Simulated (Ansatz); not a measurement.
All numbers below come from DFT PBE, scalar-relativistic, plane waves, PAW in Ansatz. All cells share a 420 eV cutoff and Γ-centred k meshes spaced about 0.3 Å⁻¹ or finer (0.25 for metals, 2π included). Collinear spin where magnetic atoms keep a moment.

All energies are static (0 K, no zero-point motion).

Two forms of MnC6 were relaxed alike.

1. (ferromagnetic moments up to 3.7 μB)

Space group I4/mmm (No. 139). a = 7.940 Å, b = 7.940 Å, c = 5.156 Å, α = 90.00°, β = 90.00°, γ = 90.00°
| atom | site | symmetry | x | y | z |
| --- | --- | --- | --- | --- | --- |
| Mn | 2b | 4/mmm | 0.0000 | 0.0000 | 0.5000 |
| C | 8g | 2mm. | 0.0000 | 0.5000 | 0.8783 |
| C | 4e | 4mm | 0.0000 | 0.0000 | 0.1208 |

2. (ferromagnetic moments up to 3.0 μB)

Space group P6/mmm (No. 191). a = 4.352 Å, b = 4.352 Å, c = 3.628 Å, α = 90.00°, β = 90.00°, γ = 120.00°
| atom | site | symmetry | x | y | z |
| --- | --- | --- | --- | --- | --- |
| Mn | 1a | 6/mmm | 0.0000 | 0.0000 | 0.0000 |
| C | 6k | m2m | 0.3343 | 0.0000 | 0.5000 |

**Question.** Which would you expect to be lower, and how large is the difference?

**Answer.** Cell 2 is lower, by 0.80 eV/atom. Cell 1 has space group I4/mmm (No. 139), 23.2 Å³/atom and a gap of 0.42 eV on its mesh; cell 2 has space group P6/mmm (No. 191), 8.5 Å³/atom and no gap. Counting C atoms around Mn (those within 1.25 times the shortest such distance or 1.15 times the sum of covalent radii, 1.27 where that leaves under three), cell 1 has Mn 2 and cell 2 has Mn 12. Cell 1 holds C–C chains (shortest 1.25 Å); cell 2 holds C–C nets (shortest 1.44 Å). Even the lower one lies +0.40 eV/atom against the reference forms of the elements (uncorrected), so neither is stable at this level. Both come from trial cells of a structure search.

No dispersion correction is applied, so the spacing and binding between layers, chains or molecules are poorly described (I4/mmm), and this can change margins and order among such cells. Kohn–Sham gaps at this level usually fall short of measured ones. The magnetic state reached may not be the lowest. With atoms moved at random, cell 2 (by 5 meV/atom) fell into a lower structure. Cell 1 had no clear such test and can be a saddle point. Some candidate types were left out of the draw beforehand, so a known form may be missing.
